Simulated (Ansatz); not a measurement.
Relaxed Ag (fcc, Cu type):

```xyz
4
Lattice="4.1052 0.0000 0.0000 0.0000 4.1052 0.0000 0.0000 0.0000 4.1052" Properties=species:S:1:pos:R:3 pbc="T T T"
Ag     0.0000     0.0000     0.0000
Ag     2.0526     2.0526     0.0000
Ag     2.0526     0.0000     2.0526
Ag     0.0000     2.0526     2.0526
```

Computed with r2SCAN (plane waves to 500 eV, PAW, scalar-relativistic; Ansatz, an electronic-structure program). k mesh 9×9×9 (Γ-centred), Fermi-Dirac smearing 0.05 eV. With partly filled bands, energies and forces of such displacements shift with the k mesh and the smearing. On this mesh the relaxed cell isn't quite at rest: it carries a pressure of -0.1 GPa (compression positive) at the zero of the scan. Ag was relaxed with its symmetry unable to fall.

One atom of the cell was then moved (with its periodic images), all else fixed, and the forces (eV/Å) came out as:

```csv
atom,Fx,Fy,Fz
Ag1,-0.088,-0.088,0.008
Ag2,0.167,0.167,0.167
Ag3,0.008,-0.088,-0.088
Ag4,-0.088,0.008,-0.088
```

Problem. Which atom was moved, and by which vector (Å)?

Solution. Ag2, by (-0.03, -0.03, -0.03), 0.06 Å in all.

(A displaced cell: forces are minus the slopes of the energy, force constants its curvatures, and phonons follow from these.)
